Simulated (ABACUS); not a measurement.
**One base run on GaN (P6_3mc, 4 atoms in the cell; from Materials Project mp-804) and variants with one or two settings moved**

```
CELL_PARAMETERS angstrom
      3.18893     0.00000     0.00000
     -1.59447     2.76169     0.00000
      0.00000     0.00000     5.19236
ATOMIC_POSITIONS crystal
  Ga 0.66667 0.33333 0.49908
  Ga 0.33333 0.66667 0.99908
  N  0.66667 0.33333 0.87592
  N  0.33333 0.66667 0.37592
```

Base run A: PBE, PseudoDojo 0.5 standard norm-conserving PBE (tails mended) pseudopotentials in ABACUS, self-consistent single point.

Its settings: KPT = Gamma 10 10 5 0 0 0; basis_type = pw; ecutwfc = 84 Ry; smearing_method = fixed; potentials = PseudoDojo 0.5 standard norm-conserving PBE (tails mended); symmetry = 1; symmetry_prec = 1e-05; ks_solver = dav; scf_nmax = 100; scf_thr = 1.0e-09 Ry; mixing_type = pulay.

The structure comes from a collection of computed structures, made at another level of theory; the collection holds predicted forms beside known ones.

ΔF is the free energy per atom less that of run A. A dash stands where there is no value to compare (another energy zero, no result, no clean gap). Absolute energies have different zeros for different potentials, functionals, Hubbard and dispersion terms and are not compared across them.

Runs:
- B: vdw_method: default → d3_0 [PBE-D3(zero damping)]
- C: scf_thr: 1.0e-09 Ry → 7.3e-12 Ry
- D: lattice vector c scaled by 1.01
- E: lattice scaled by 1.03; ecutwfc: 84 Ry → 50.4 Ry
- F: volume scaled by 0.96
- G: nbands: default → 18
- H: ks_solver: dav → dav_subspace; pw_diag_ndim: default → 2
- I: scf_nmax: 100 → 200; mixing_type: pulay → plain; mixing_beta: default → 0.5
- J: dft_functional: default → GGA_X_WC+GGA_C_PBE [Wu-Cohen GGA]
- K: init_wfc: default → random

| run | ΔF (meV/atom) | pressure (GPa) | largest force (eV/Å) | rough cost (cheapest run = 1) |
|---|---|---|---|---|
| A | 0.00 | 5.34 | 0.007 | 1 |
| B | – | 2.36 | 0.022 | 1 |
| C | 0.00 | 5.34 | 0.007 | 2 |
| D | -2.3 | 3.47 | 0.099 | 1 |
| E | 3004.2 | -263.98 | 0.008 | 1 |
| F | 27.3 | 14.06 | 0.015 | 1 |
| G | 0.00 | 5.34 | 0.007 | 1 |
| H | 0.00 | 5.33 | 0.007 | 1 |
| I | 0.00 | 5.34 | 0.007 | 2 |
| J | – | 0.13 | 0.009 | 1 |
| K | 0.00 | 5.34 | 0.007 | 1 |

Run F against A: The free energy goes up by 27.3 meV/atom, the pressure goes from 5.34 to 14.06 GPa and the largest force goes from 0.007 to 0.015 eV/Å.

Run B against A: The pressure goes from 5.34 to 2.36 GPa and the largest force goes from 0.007 to 0.022 eV/Å.

Run J against A: The pressure goes from 5.34 to 0.13 GPa and the largest force hardly changes (0.007 to 0.009 eV/Å).

At a cut-down plane-wave cutoff the stress holds a Pulay term: a spurious tension from the incomplete basis, which lowers the pressure; energies, forces and gaps of such rows are unconverged too.

Some of these runs use potentials made for another functional than their own.

“Tails mended”: in these copies of the files the far tail of each local potential was reset to the Coulomb form.
